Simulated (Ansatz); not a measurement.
**LiCl squeezed and stretched**

A database entry relaxed whole under r2SCAN (Fm-3m):

```
CELL_PARAMETERS angstrom
0.00000 2.55593 2.55593
2.55593 0.00000 2.55593
2.55593 2.55593 0.00000
ATOMIC_POSITIONS crystal
Li 0.00000 0.00000 0.00000
Cl 0.50000 0.50000 0.50000
```

The cell was scaled uniformly, its shape held, and the atoms relaxed at each volume with plane-wave PAW DFT (Ansatz 0.2.0; r2SCAN, 500 eV, 10×10×10 Γ-centred mesh, fermi-dirac occupations of width 0.020 eV; no spin, no spin-orbit coupling). One row is withheld.

```csv
volume (Å³/atom),energy over the lowest (meV/atom),pressure (GPa),gap over mesh and path (eV)
15.695,7.3,2.46,7.606
16.029,3.1,1.55,7.556
16.363,0.8,0.74,7.420
16.697,0.0,0.00,7.291
17.031,?,?,?
17.365,2.7,-1.25,7.052
17.699,5.9,-1.78,6.940
```

Fit the pressures of the other rows to the third-order Birch-Murnaghan form.

With f = [(V₀/V)^(2/3) − 1]/2 and P = 3B₀f(1 + 2f)^(5/2)[1 + 3(B₀′ − 4)f/2], least squares gives V₀ = 16.70 Å³ an atom, B₀ = 34.7 GPa and B₀′ = 4.4; the rows miss the fit by less than 0.01 GPa. The slope of the energies differs from these pressures by less than 0.05 GPa.

How does the gap move with volume?

It runs from 7.61 eV at the smallest volume to 6.94 eV at the largest, not along one parabola: a band edge changes its place in the zone on the way, so no one slope is given.

What does the withheld row hold?

The fit gives -0.66 GPa at 17.031 Å³; the run gave -0.66 GPa and 0.7 meV an atom. Its gap is 7.169 eV.

Caveats: the shape of the cell was held; 0 K, fixed nuclei; the symmetry was kept, and this need not be the phase that is stable at 0 K; one mesh for all volumes; r2SCAN gaps lie as a rule under measured ones; pressure is positive in compression.
